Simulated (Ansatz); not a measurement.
**Na2Se2O7: gradients before and after relaxing the atoms**

Start: a computed structure from the Materials Project (it need not be an observed phase).

Space group P-1 (No. 2); a = 6.9403, b = 6.9488, c = 7.0458 Å, α = 82.50°, β = 65.27°, γ = 82.05°.

| site | Wyckoff | site symmetry | x | y | z |
| --- | --- | --- | --- | --- | --- |
| Na1 | 2i | 1 | 0.2670 | 0.6500 | 0.6043 |
| Na3 | 2i | 1 | 0.7387 | 0.9256 | 0.7643 |
| Se5 | 2i | 1 | 0.7542 | 0.8592 | 0.2758 |
| Se7 | 2i | 1 | 0.2016 | 0.5992 | 0.1336 |
| O9 | 2i | 1 | 0.6358 | 0.9667 | 0.1291 |
| O11 | 2i | 1 | 0.6336 | 0.6860 | 0.4453 |
| O13 | 2i | 1 | 0.8334 | 0.0085 | 0.3846 |
| O15 | 2i | 1 | 0.2557 | 0.7315 | 0.2751 |
| O17 | 2i | 1 | 0.1003 | 0.3981 | 0.2579 |
| O19 | 2i | 1 | 0.3662 | 0.5834 | 0.8911 |
| O21 | 2i | 1 | 0.9856 | 0.7466 | 0.0819 |

One atom of each set is listed.

All values are calculated (Ansatz; DFT, PBE, plane waves and PAW, scalar-relativistic, 420 eV cutoff, Γ-centred 4×3×3 k-points, Fermi–Dirac smearing 0.02 eV), not measured.

The largest force at the start is 0.41 eV/Å. Relaxing the ions at fixed cell moves them by 0.074 Å at most (atom 12, O) and 0.047 Å rms.

| site | moved (Å) | first shell before | first shell after | V_zz before (10²¹ V/m²) | η before |
| --- | --- | --- | --- | --- | --- |
| Na1 | 0.026 | 6 O at 2.35–2.38 Å | 6 O at 2.35–2.40 Å | -0.32 | 0.67 |
| Na3 | 0.037 | 6 O at 2.36–2.79 Å | 6 O at 2.34–2.69 Å | 0.78 | 0.95 |
| Se5 | 0.039 | 4 O at 1.63–1.78 Å | 4 O at 1.64–1.80 Å | 12.43 | 0.05 |
| Se7 | 0.020 | 4 O at 1.62–1.83 Å | 4 O at 1.63–1.86 Å | 15.83 | 0.18 |
| O11 | 0.074 | 1 Se at 1.63 Å | 1 Se at 1.64 Å | 17.52 | 0.18 |
| O13 | 0.066 | 1 Se at 1.64 Å | 1 Se at 1.65 Å | 17.47 | 0.13 |
| O15 | 0.030 | 1 Se at 1.62 Å | 1 Se at 1.63 Å | 17.88 | 0.13 |
| O17 | 0.047 | 1 Se at 1.63 Å | 1 Se at 1.64 Å | 17.74 | 0.23 |
| O19 | 0.058 | 1 Se at 1.62 Å | 1 Se at 1.63 Å | 18.26 | 0.18 |
| O21 | 0.030 | 2 Se at 1.78–1.83 Å, angle 125° | 2 Se at 1.80–1.86 Å, angle 123° | 15.87 | 0.83 |

(1) How do the gradients change?

Results:

(1) 

```
site  V_zz after  η after  change of V_zz
 Na1       -0.38     0.61           -0.06
 Na3       -0.82     0.73               –
 Se5       11.87     0.05           -0.56
 Se7       15.15     0.19           -0.68
 O11       17.85     0.17           +0.33
 O13       17.82     0.14           +0.35
 O15       18.21     0.14           +0.33
 O17       18.01     0.24           +0.27
 O19       18.58     0.18           +0.32
 O21       15.74     0.90           -0.13
```

The largest change of V_zz along a kept axis is on Se7, from 15.83 to 15.15. In per cent, |V_zz| changes by -4 on Se, -1 to +2 on O (all sites that start above 0.5, bar those whose gradient vanishes or changes sign or whose main axis turns by over 40°). On Na3 the largest principal value lies along another axis in the second run, so the two V_zz can't be compared directly. The table leaves out 1 of the 11 sites, with |V_zz| up to 18.11; their tensors move by 0.54 at most along any direction. The statements above cover all sites.

Before: At this cell the principal stresses reach 5 GPa in size with PBE, which can matter for small gradients.
